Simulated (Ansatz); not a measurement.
InP:
```cif
data_InP
_chemical_formula_sum 'In1 P1'
_space_group_name_H-M_alt 'P 1'
_space_group_IT_number 1
_cell_length_a 3.38718
_cell_length_b 3.38718
_cell_length_c 3.38718
_cell_angle_alpha 90.000
_cell_angle_beta 90.000
_cell_angle_gamma 90.000
loop_
_space_group_symop_operation_xyz
  'x, y, z'
loop_
_atom_site_label
_atom_site_type_symbol
_atom_site_fract_x
_atom_site_fract_y
_atom_site_fract_z
_atom_site_occupancy
In1 In 0.00000 0.00000 0.00000 1
P1 P 0.50000 0.50000 0.50000 1
```

Relaxed with PBEsol.

Task: Decompose the optical modes at the zone centre into irreducible representations, and say which are infrared and Raman allowed.

Result: Point group m-3m: Γ_opt = T1u. Infrared: T1u. Raman: none.

Task: Assign frequencies (DFPT, plane-wave PAW PBEsol (Ansatz code)).

Result: T1u 115 cm⁻¹.

Space group Pm-3m (CsCl type). A made-up cell: these elements were put on the sites of a structure type; neither database checked (COD, Materials Project) lists it. It is not the phase usual at ambient conditions (space group No. 216). The PBEsol relaxation kept the symmetry of its start; of distortions, only those at the zone centre were tested. As this level gives no gap, phonon frequencies hold no LO–TO term and depend on the k-mesh and smearing (Fermi–Dirac, 0.1 eV here).

Potentials: the later of the program's two PAW sets.
